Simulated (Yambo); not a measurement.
A G0W0@LDA run in Yambo for LiF (rock salt, space group Fm-3m, No. 225) (8×8×8 Γ-centred k mesh, 65 bands and a 14 Ry block in the screening, 65 bands in G with the Bruneval-Gonze terminator, plasmon pole fitted at 27.2 eV) gives these matrix elements, in eV, at the band edges (Γ → Γ):

| state | E0 | <Vxc> | <Σx> | <Σc(E0)> | Z |
|---|---|---|---|---|---|
| valence edge | 0.000 | -22.889 | -30.832 | 4.377 | 0.828 |
| conduction edge | 9.754 | -12.909 | -7.299 | -3.318 | 0.887 |

Question: Solve the linearised quasiparticle equation for both states, give the gap, and say how exchange and correlation each act on it.

Answer: E = E0 + Z(Σx + Σc − Vxc). Valence: 0.000 + 0.828 × (-30.832 + (4.377) − (-22.889)) = -2.95 eV. Conduction: 9.754 + 0.887 × (-7.299 + (-3.318) − (-12.909)) = 11.79 eV. The gap is 14.74 eV, against 9.75 eV in LDA. Replacing Vxc by bare exchange alone would open it by 13.55 eV; correlation takes back 7.69 eV of that, and Z scales what is left. Nearest settings tried, and what they do to the gap: 49 bands in W, 49 bands in G: +5 meV; 11 Ry block (65 vectors against 113): -117 meV; 6×6×6 mesh: -16 meV. So the settings aren't converged at that level. 

Geometry relaxed with LDA; primitive cell a = 2.7613 Å, b = 2.7613 Å, c = 2.7613 Å, α = 60.00°, β = 60.00°, γ = 60.00°.
